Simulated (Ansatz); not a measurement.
Input and output for CsCl AlNi (110), 3 layers: DFT, LDA, all-electron LAPW, scalar-relativistic (Ansatz 0.2.0). This run: vacuum of 11 Å.

The slab is cut from a bulk crystal relaxed on PAW files (its atoms may have been relaxed since), whose type needn't be the stable one.

Command: `ansatz run input.yaml --threads 3 --pin off --max-ram 9216MiB --backend cpu --events-out ev --progress --plain --runs-dir out` It took 42 s on 3 threads of Intel(R) Xeon(R) Platinum 8488C (Sapphire Rapids) (shared host), peak memory 0.88 GiB.

```yaml
crystal:
  lattice:
    - [2.8328540745, 0.0, 0.0]
    - [0.0, 4.0062606523, 0.0]
    - [0.0, 0.0, 15.1796]
  atoms:
    - { symbol: Ni, position: [0.75, 0.25, 0.3761210837] }
    - { symbol: Al, position: [0.25, 0.75, 0.362328085] }
    - { symbol: Ni, position: [0.75, 0.75, 0.5000000234] }
    - { symbol: Al, position: [0.25, 0.25, 0.4999999727] }
    - { symbol: Ni, position: [0.75, 0.25, 0.6238788613] }
    - { symbol: Al, position: [0.25, 0.75, 0.637671915] }
kpoints:
  mp_grid: { grid: [13, 9, 1] }
scf:
  occupations: { method: fermi_dirac, width: 0.1 }
hamiltonian:
  xc: lda
  pseudopotentials: { kind: all_electron, lapw: { basis_error: 0.001 } }
output:
  forces: true
  stress: true
  eigenvalues: true
efield:
  axis: 3
  amplitude: 0
  dipole_correction: true
```

Output:

```
LAPW: plane waves up to 8.811 Å⁻¹, error target 1.0e-3 eV per atom; small_component_spin mean_spin; Al in spheres of 1.084 Å, 11 of its electrons in bands, Dirac shells []; Ni in spheres of 1.270 Å, 18 of its electrons in bands, Dirac shells [] (how accurate: hamiltonian.pseudopotentials.lapw.basis_error, Limitations)
Engine: ansatz 0.2.0
Pseudopotentials: kind: all_electron
Pseudopotential: Ni, LAPW, valence charge 18, lapw/all_electron/scalar/gaussian/Ni, Koelling and Harmon's equation, gaussian nucleus
Pseudopotential: Al, LAPW, valence charge 11, lapw/all_electron/scalar/gaussian/Al, Koelling and Harmon's equation, gaussian nucleus
Functional definition: SPW92
  exchange = slater_x
  correlation = pw_c
Crystal: 6 atoms, lattice volume = 172.276 Å³
Basis set: ecut = 295.80944406788143 eV, 1955 PW (Γ), exchange–correlation at level 2
Bands: 53, of which v1, the nominal top of the filled ones, is band 44 counted from 1 (43 counted from 0)
Symmetry: 4 space group operations
k-points: 35 of 117
Non-local potential: Ni, projectors of the file, none
Non-local potential: Al, projectors of the file, none
Initial density: superposition of atomic densities (neutral atoms: chi_scale 0, normalization atom)
Initial wavefunctions: plane waves of lowest kinetic energy (no species holds an atomic orbital)
Functional: x = slater, c = lda
iter 1 solved again at ethr=1.95e-2 eV; its pass at ethr=1.00e-1 eV (dr2=1.70e1 eV) is discarded
SCF iter   1: F=—  HF=-143704.915163 eV  |F-HF|=—  |Δ(HF+E_count)|=         —  Δρ=4.43e-2  dr2=1.70e1  ethr=1.95e-2  p=-0.000 e·Å  D=-1.54e-10 V/Å  ΔV_dip=0.00 eV  dr2_dipole=4.87e-12  V_vac-E_F(+/−)=9.08/9.09 eV  ⟨swp⟩=2.1  Hψ=12383  notcnv=0
efield: sawtooth ramp at fractional position 0.9500 (placed from the atoms, in the widest stretch of the axis that holds none; the zero of the levels goes with the place), width 0.1000; the density the first Hamiltonian is built on has a dipole p = -0.000 e·Å; the dipole correction subtracts the counter field D = -1.71e-10 V/Å, which shifts the + side's vacuum level by +0.00 eV against the − side's; the planar-averaged density in the ramp window peaks in size at 3.2e-4 e/Å³
preconditioner: auto → LDOS  [metal: Δε(μ)=0.059 eV  Ē_g=8.332 eV  σ=0.100 eV  W_gap=0.15  n_scr=38 (ndim 8)  ℏωp=17.7 eV  f_vac=0.497  D(μ)=2.15/eV (n_scr^D=6)  β→1.0]
SCF iter   2: F=—  HF=-143709.255037 eV  |F-HF|=—  |Δ(HF+E_count)|=    4.34e0  Δρ=5.40e-2  dr2=9.98e0  ethr=1.95e-2  p=0.000 e·Å  D=8.17e-7 V/Å  ΔV_dip=-0.00 eV  dr2_dipole=5.91e-12  V_vac-E_F(+/−)=3.05/3.05 eV  ⟨swp⟩=3.1  Hψ=6147  notcnv=0  recentre
SCF iter   3: F=—  HF=-143702.108279 eV  |F-HF|=—  |Δ(HF+E_count)|=    7.15e0  Δρ=2.78e-2  dr2=4.79e0  ethr=1.15e-2  p=-0.000 e·Å  D=-1.82e-6 V/Å  ΔV_dip=0.00 eV  dr2_dipole=1.13e-10  V_vac-E_F(+/−)=7.29/7.29 eV  ⟨swp⟩=3.0  Hψ=5790  notcnv=0
iter 4 solved again at ethr=1.74e-4 eV; its pass at ethr=5.50e-3 eV (dr2=1.51e-1 eV) is discarded
SCF iter   4: F=—  HF=-143700.426401 eV  |F-HF|=—  |Δ(HF+E_count)|=    1.68e0  Δρ=6.16e-3  dr2=1.50e-1  ethr=1.74e-4  p=-0.000 e·Å  D=-1.46e-6 V/Å  ΔV_dip=0.00 eV  dr2_dipole=7.29e-13  V_vac-E_F(+/−)=5.35/5.35 eV  ⟨swp⟩=2.0  Hψ=9386  notcnv=0
SCF iter   5: F=—  HF=-143700.378798 eV  |F-HF|=—  |Δ(HF+E_count)|=         —  Δρ=2.45e-3  dr2=2.08e-2  ethr=1.73e-4  p=-0.000 e·Å  D=-1.16e-6 V/Å  ΔV_dip=0.00 eV  dr2_dipole=8.70e-13  V_vac-E_F(+/−)=5.12/5.12 eV  ⟨swp⟩=2.0  Hψ=5205  notcnv=0
the basis was enlarged: its passes take 342.9 KiB over the memory plan, 3 of 3 planned eigensolver slots
SCF iter   6: F=—  HF=-143700.375371 eV  |F-HF|=—  |Δ(HF+E_count)|=   3.43e-3  Δρ=7.21e-4  dr2=2.46e-3  ethr=2.39e-5  p=-0.000 e·Å  D=-4.62e-7 V/Å  ΔV_dip=0.00 eV  dr2_dipole=2.47e-13  V_vac-E_F(+/−)=4.95/4.95 eV  ⟨swp⟩=3.0  Hψ=5281  notcnv=0
SCF iter   7: F=—  HF=-143700.374822 eV  |F-HF|=—  |Δ(HF+E_count)|=   5.49e-4  Δρ=2.19e-4  dr2=1.54e-4  ethr=2.82e-6  p=-0.000 e·Å  D=-1.97e-7 V/Å  ΔV_dip=0.00 eV  dr2_dipole=7.29e-14  V_vac-E_F(+/−)=4.96/4.96 eV  ⟨swp⟩=2.0  Hψ=5175  notcnv=0
SCF iter   8: F=—  HF=-143700.374824 eV  |F-HF|=—  |Δ(HF+E_count)|=   1.14e-6  Δρ=7.51e-5  dr2=2.00e-5  ethr=1.76e-7  p=0.000 e·Å  D=1.58e-8 V/Å  ΔV_dip=-0.00 eV  dr2_dipole=1.51e-15  V_vac-E_F(+/−)=4.94/4.94 eV  ⟨swp⟩=3.0  Hψ=5599  notcnv=0
SCF iter   9: F=—  HF=-143700.374821 eV  |F-HF|=—  |Δ(HF+E_count)|=   2.64e-6  Δρ=1.37e-5  dr2=4.56e-7  ethr=2.29e-8  p=0.000 e·Å  D=2.75e-8 V/Å  ΔV_dip=-0.00 eV  dr2_dipole=1.22e-16  V_vac-E_F(+/−)=4.94/4.94 eV  ⟨swp⟩=2.0  Hψ=5169  notcnv=0
SCF iter  10: F=-143700.374821 eV  HF=-143700.374821 eV  |F-HF|=3.98e-8  |Δ(HF+E_count)|=   7.60e-9  Δρ=2.19e-6  dr2=3.16e-8  ethr=5.24e-10  p=0.000 e·Å  D=4.08e-8 V/Å  ΔV_dip=-0.00 eV  dr2_dipole=9.06e-17  V_vac-E_F(+/−)=4.94/4.94 eV  ⟨swp⟩=2.7  Hψ=5219  notcnv=0
WARN: efield: at this solve's end the planar-averaged density reaches 9.27e-5 e/Å³ inside the ramp window [0.8841, 0.1159] (bound 1e-5 e/Å³); the window's nearer edge stands 3.74 Å from this solve's nearest atom along the axis. Its work functions, free energy, forces, stress, dipole, levels and responses can be off, and this figure does not tell by how much. A short vacuum, a low `basis.ecutwfc` or `basis.ecutrho_ratio` and negative occupations (`scf.occupations.method`) can put density there. See the manual's quickstart, § The vacuum guard
SCF 1 converged in 10 iterations: F = -143700.374821 eV  dr2 = 3.16e-8
SCF converged after 10 iterations
Free energy (F): -143700.374821 eV
Harris-Foulkes:  -143700.374821 eV  (|F-HF|=3.98e-8)
Internal energy: -143700.280756 eV  (E = F + TS)
E sigma→0 (E₀):  -143700.327788 eV
Entropy (-TS):   -0.094065 eV (-15.678 meV/atom)
Fermi energy:    3.389668 eV
Dipole field:    D = 0.000000 V/Å  (p = 0.000000 e·Å, saw-weighted, corrected)
Work function:   Φ+ = 4.9400 eV   Φ− = 4.9402 eV
Levels:          The Fermi level and band energies are counted from a zero that moves with the ramp; work functions are not
Vacuum region:   at the solve's end the planar-averaged density reaches 9.27e-5 e/Å³ inside the ramp window [0.8841, 0.1159] (bound 1e-5 e/Å³)
--- Per-component energies (eV) ---
  E_band       = -3336.761336
  E_kinetic    = 145641.803848
  E_xc         = -6437.512402
  E_efield     = 0.000000  (sawtooth field / dipole correction)
  E_electrostatic = -282904.572201  (all electrons and nuclei)
  E_smearing   = -0.094065  (= −TS)
  E_closure    = 0.000000  (closes the sum)
  E_atoms      = -143661.407688  (free atoms, spherical and without spin; not in F)
  Σ components = -143700.374821   (vs F -143700.374821, Δ=0.00e0)
  Basis errors (estimates in eV, not in F): energy 3.8e-4 per atom: plane waves 3.5e-4 (2.0e-4 summed), levels above the bands 4.0e-30, relativity 4.3e-9, radial functions 3.6e-5, core shells 2.0e-10; eigenvalues (radial functions only) 1.6e-6; not estimated: angular momenta, meshes, grids; target (lapw.basis_error) 1.0e-3; muffin-tin radii Al 1.084 Å, Ni 1.270 Å
--- Forces (eV/Å), atoms counted from 1 ---
  atom   1  Ni     0.00000000     0.00000000     0.00776912
  atom   2  Al     0.00000000     0.00000000    -0.00429171
  atom   3  Ni     0.00000000     0.00000000    -0.00000270
  atom   4  Al     0.00000000     0.00000000     0.00000043
  atom   5  Ni     0.00000000     0.00000000    -0.00776694
  atom   6  Al     0.00000000     0.00000000     0.00429173
  max |Σ_I F_I| component: 6.15e-8 eV/Å
--- Stress (GPa, compression-positive) ---
       -4.809133       0.000000       0.000000
        0.000000      -4.701367       0.000000
        0.000000       0.000000      -0.007214
  P = ⅓ Tr σ = -3.1726 GPa (-31.726 kbar)
--- Band table (eV; the first three rows and the last of 35) ---
  k-point 0: bands = ["-99.1369", "-98.9076", "-98.9073", "-98.7031", "-98.7031", "-98.3062", "-60.9496", "-60.9485", "-60.8900", "-60.8898", "-60.8733", "-60.8732", "-60.5189", "-60.5066", "-60.5022", "-59.9767", "-59.9747", "-59.9696", "-59.8430", "-59.8415", "-59.7185", "-59.7171", "-59.6692", "-59.6631", "-7.1136", "-4.9077", "-2.4736", "-0.2442", "0.1135", "0.2867", "0.3127", "0.3679", "1.3694", "1.3729", "1.4665", "1.5343", "1.7529", "1.7816", "1.8722", "1.9228", "1.9346", "1.9574", "2.0581", "2.3637", "4.5860", "5.9822", "6.9114", "7.0265", "7.4794", "8.0968", "8.5827", "9.5778", "10.2067"]
  k-point 1: bands = ["-99.1369", "-98.9075", "-98.9073", "-98.7032", "-98.7031", "-98.3062", "-60.9496", "-60.9485", "-60.8899", "-60.8898", "-60.8729", "-60.8728", "-60.5180", "-60.5066", "-60.5020", "-59.9776", "-59.9749", "-59.9698", "-59.8432", "-59.8421", "-59.7186", "-59.7172", "-59.6691", "-59.6631", "-6.9968", "-4.7957", "-2.4265", "-0.7184", "-0.1025", "0.2573", "0.3800", "0.6182", "1.3545", "1.3549", "1.4230", "1.4405", "1.5942", "1.7776", "1.8181", "1.9040", "1.9790", "2.0571", "2.2233", "2.2848", "3.9724", "6.4769", "6.6942", "7.1117", "7.8927", "8.2440", "8.7925", "9.6581", "10.3524"]
  k-point 2: bands = ["-99.1369", "-98.9074", "-98.9071", "-98.7034", "-98.7033", "-98.3063", "-60.9496", "-60.9485", "-60.8898", "-60.8896", "-60.8719", "-60.8719", "-60.5159", "-60.5065", "-60.5016", "-59.9798", "-59.9754", "-59.9702", "-59.8437", "-59.8436", "-59.7188", "-59.7174", "-59.6688", "-59.6633", "-6.6490", "-4.4637", "-2.5130", "-1.3827", "-0.6126", "0.2820", "0.4781", "0.7255", "1.1489", "1.2974", "1.3200", "1.3863", "1.5589", "1.7049", "1.7525", "1.8321", "2.0482", "2.0513", "2.2177", "2.5764", "3.4140", "5.3371", "7.1781", "7.9649", "8.4066", "8.5640", "9.0931", "9.9346", "10.7810"]
  k-point 34: bands = ["-99.1348", "-98.9049", "-98.9049", "-98.7026", "-98.7026", "-98.3055", "-60.9481", "-60.9473", "-60.9054", "-60.9047", "-60.8708", "-60.8707", "-60.5223", "-60.5149", "-60.5044", "-59.9936", "-59.9764", "-59.9740", "-59.8421", "-59.8405", "-59.7449", "-59.7405", "-59.6664", "-59.6623", "-2.3547", "-1.7106", "-1.4909", "-0.9850", "-0.3791", "0.1883", "0.5399", "0.7696", "1.0551", "1.1818", "1.3490", "1.4670", "1.4925", "1.6921", "1.8775", "1.9759", "1.9872", "2.4395", "2.5426", "2.9563", "3.2319", "5.3996", "5.6680", "5.7015", "6.6082", "7.3282", "8.1655", "8.5288", "9.2838"]
```

Spin polarisation is left out, though a magnetic state may lie lower. The program warned of electron density in the middle of the vacuum in some runs, so work functions there carry some error.
